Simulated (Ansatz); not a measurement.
A sound run on FeI₂ (P-3m1), volume scaled by 0.92, no spin polarisation (Ansatz, DFT, PBEsol, PAW with Ansatz's default frozen-core files, scalar-relativistic):

```yaml
crystal:
  lattice:
    - [3.9292588579, 0.0, 0.0]
    - [-1.964629429, 3.402837989, 0.0]
    - [0.0, 0.0, 6.564974577]
  atoms:
    - { symbol: Fe, position: [0.0, 0.0, 0.0] }
    - { symbol: I, position: [0.3333333333, 0.6666666667, 0.25] }
    - { symbol: I, position: [0.6666666667, 0.3333333333, 0.75] }
kpoints:
  mp_grid: { grid: [8, 8, 5] }
scf:
  occupations: { method: fermi_dirac, width: 0.05 }
  lower_state_search: "off"
hamiltonian:
  xc: pbesol
  pseudopotentials: { kind: paw }
output:
  forces: true
  stress: true
  eigenvalues: true
```

It converged in 8 iterations. The run has no spin polarisation. Pressure -8.43 GPa.

The input is then changed, output keys apart:

```diff
-  occupations: { method: fermi_dirac, width: 0.05 }
+  occupations: { method: fermi_dirac, width: 0.3 }
+  n_extra_bands: 0
+  max_iter: 50
```

**Question.** What does the program do with it?

**Answer.** The program refused the input. The fault put in on purpose is too few bands; the log may name another complaint first.
```
Error: inconsistent input (scf.n_extra_bands, scf.occupations.method): n_bands = 25 leaves no empty band above the 25 bands per channel that the deck's 50 electrons occupy, and the occupations search for the Fermi level (a smearing at a finite width, or tetrahedra): a level found among occupied bands alone can fill a metal as an insulator; raise scf.n_extra_bands until at least 26 bands are solved (omitted, it auto-derives to 33) (see scf.n_extra_bands in the input reference)
```
